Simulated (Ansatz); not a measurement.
Relaxed candidate structures of InSb:

**A**
```
CELL_PARAMETERS angstrom
      4.24522     0.00000     0.00000
     -2.12261     3.67647     0.00000
      0.00000     0.00000     3.74854
ATOMIC_POSITIONS crystal
  In 0.00000 0.00000 0.00000
  Sb 0.33333 0.66667 0.50000
```

**B**
```cif
data_In2Sb2
_chemical_formula_sum 'In2 Sb2'
_space_group_name_H-M_alt 'P 1'
_space_group_IT_number 1
_cell_length_a 4.25202
_cell_length_b 4.25202
_cell_length_c 7.92298
_cell_angle_alpha 90.000
_cell_angle_beta 90.000
_cell_angle_gamma 90.000
loop_
_space_group_symop_operation_xyz
  'x, y, z'
loop_
_atom_site_label
_atom_site_type_symbol
_atom_site_fract_x
_atom_site_fract_y
_atom_site_fract_z
_atom_site_occupancy
In1 In 0.00000 0.50000 0.00000 1
In2 In 0.50000 0.00000 0.50000 1
Sb1 Sb 0.00000 0.00000 0.25000 1
Sb2 Sb 0.00000 0.00000 0.75000 1
```

**C**
```
InSb
1.0
    2.11986    -3.67125     0.00000
    2.11986     3.67125     0.00000
    0.00000     0.00000    14.59810
In Sb
4 4
Direct
  0.83338   0.16662   0.87513
  0.16662   0.83338   0.37513
  0.16667   0.83333   0.12333
  0.83333   0.16667   0.62333
  0.50005   0.49995   0.99923
  0.49995   0.50005   0.49923
  0.83332   0.16668   0.24923
  0.16668   0.83332   0.74923
```

**D**
```
InSb
1.0
    0.00000     3.79564     3.79564
    3.79564     0.00000     3.79564
    3.79564     3.79564     0.00000
In Sb
2 2
Direct
  0.50000   0.50000   0.50000
  0.75000   0.75000   0.75000
  0.00000   0.00000   0.00000
  0.25000   0.25000   0.25000
```

**E**
```
InSb
1.0
    4.62255     0.00000     0.00000
   -2.31128     4.00325     0.00000
    0.00000     0.00000     7.61234
In Sb
2 2
Direct
  0.66667   0.33333   0.99962
  0.33333   0.66667   0.49961
  0.66667   0.33333   0.62558
  0.33333   0.66667   0.12559
```

Problem. Rank these by energy per atom (lowest first), as r2SCAN (plane waves to 500 eV, PAW, scalar-relativistic; Ansatz, an electronic-structure program) gives it.

Solution. E (reference), C (+0.21 eV/atom), A (+0.28 eV/atom), D (+0.41 eV/atom), B (+0.48 eV/atom)

The lowest structure calculated, F-43m, cF8, zinc blende type, is not among these; it lies 0.01 eV/atom below the lowest of them.  1 generated cell of layers, chains or molecules, poorly bound without dispersion, is left out. Each run could gain symmetry but not lose that of its start, so entries can be saddle points. All of these are generated cells (placed on structure types, drawn at random, substituted or restacked) that were not matched to a known phase here. Static energies at zero pressure. No spin polarisation in the result. Spin-orbit coupling is missing; with elements this heavy it can move band edges by tenths of an eV or more.
